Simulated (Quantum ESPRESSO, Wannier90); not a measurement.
## Wannierisation of TiAl (P4/mmm)

```
TiAl
1.0
    2.81075     0.00000     0.00000
    0.00000     2.81075     0.00000
    0.00000     0.00000     4.06642
Ti Al
1 1
Direct
  0.50000   0.50000   0.50000
  0.00000   0.00000   0.00000
```

Materials Project entry mp-1953; symmetrised, unrelaxed at this level. COD (Crystallography Open Database) has an entry of this formula and space group (matched by these alone). Method: PBEsol plane waves in Quantum ESPRESSO 7.5 (PseudoDojo norm-conserving files, 68 Ry, no spin polarisation, no spin-orbit coupling), Bloch states on a 12×12×8 mesh through Γ, Wannier90 4.0.1. Density: 14×14×10 mesh, cold smearing 0.01 Ry.

Base run: 13 functions from bands 5-26 of the 26 computed, start hydrogen-like Ti: s;p;d; Al: s;p, frozen window up to 1.50 eV relative to the Fermi level, outer window open. One setting was then changed (edges relative to the Fermi level; misfit to pw.x on a path, for states up to 1.0 eV relative to the Fermi level).

```
run      Ω_I (Å²)  rms misfit (meV)  worst (meV)
-------  --------  ----------------  -----------
base        14.68               1.3          8.0
changed     13.54               872         2299
```

### Question
Which change was made?
(A) frozen window to 5.50 eV
(B) frozen window to -0.50 eV
(C) no frozen window
(D) frozen window to 3.50 eV

### Answer
C, no frozen window. The others give:

```
run                        Ω_I (Å²)  rms misfit (meV)  worst (meV)
-------------------------  --------  ----------------  -----------
frozen window to 3.50 eV      14.98               1.3          9.4
frozen window to 5.50 eV      15.71               1.5          7.1
frozen window to -0.50 eV     14.32                76          316
```
